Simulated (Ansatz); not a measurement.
ZrSiS in space group P4/nmm (No. 129; S on 2c, Si on 2a, Zr on 2c) at seven volumes, DFT-PBEsol in the program Ansatz with PAW potentials, shape and atoms relaxed at each. One row is withheld.

| V (Å³/atom) | P (GPa) |
|---|---|
| 15.077 | 16.37 |
| 15.574 | 10.01 |
| 16.071 | 4.60 |
| 16.568 | 0.00 |
| 17.065 | ? |
| 17.562 | -7.13 |
| 18.059 | -9.52 |

Fit the shown pressures and predict the withheld one.

Third-order Birch–Murnaghan: P = (3/2)B₀(x^(7/2) − x^(5/2))[1 + (3/4)(B′ − 4)(x − 1)] with x = (V₀/V)^(2/3). Least squares on the six rows gives V₀ = 16.570 Å³/atom, B₀ = 138.1 GPa, B′ = 4.88. At V = 17.065, x = 0.9806 and P = -3.78 GPa. The run itself gave -3.89 GPa.

The workflow started from an entry of the Crystallography Open Database (COD). Whether it is the stable phase at ambient conditions was not checked. Symmetry was held in the PBEsol relaxation; its stability against distortions is not shown here. No spin polarisation was allowed.

Potentials: the later of the program's two PAW sets.
